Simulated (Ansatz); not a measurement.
Cd (hcp, Mg type), conventional cell a = 3.016 Å, b = 3.016 Å, c = 5.819 Å, α = 90.00°, β = 90.00°, γ = 120.00°. The calculation uses the primitive cell of 2 atoms, to which meshes and values per cell refer.

This relaxed cell (volume V₀) is scaled evenly in all directions, its shape held. Symmetry pins the atoms to their sites.

Method: PBE (plane waves to 420 eV, PAW, scalar-relativistic; Ansatz, a first-principles code). k mesh 18×18×8 (Γ-centred), Fermi-Dirac smearing 0.05 eV. The energy includes the smearing's −TS. Stress and pressure are positive under compression. With the shape held, the modulus is that of even scaling; a crystal free to change shape is softer. Cd was relaxed with its symmetry unable to fall. The relaxed volume of Cd is well above the measured one; the method has no dispersion term. The zero of ΔE is the relaxed starting cell.

```csv
V (Å³/cell),ΔE (meV/atom),P (GPa)
43.09,13,3.4
43.55,9,2.7
44.01,6,2.1
44.47,3,1.5
44.93,1,1.0
45.38,0,0.5
45.84,0,0.0
46.30,0,-0.4
46.76,1,-0.8
47.22,3,-1.2
47.68,5,-1.5
48.13,7,-1.8
48.59,10,-2.1
```

Key numbers:

```yaml
pressure_at_the_smallest_volume: 3.4 GPa
energy_cost_of_the_largest_compression: 13 meV/atom
energy_cost_of_the_largest_expansion: 10 meV/atom
Bulk modulus at fixed cell shape B₀ (third-order Birch-Murnaghan fit): 44.2 GPa
Pressure derivative B₀′ (fit): 6.7
equilibrium_volume_of_the_fit: 22.92 Å³/atom
Pressure for 5 % compression (fit): 2.7 GPa
```

(A scan under strain: stresses follow from slopes of the energy per volume, elastic moduli from its curvatures.)
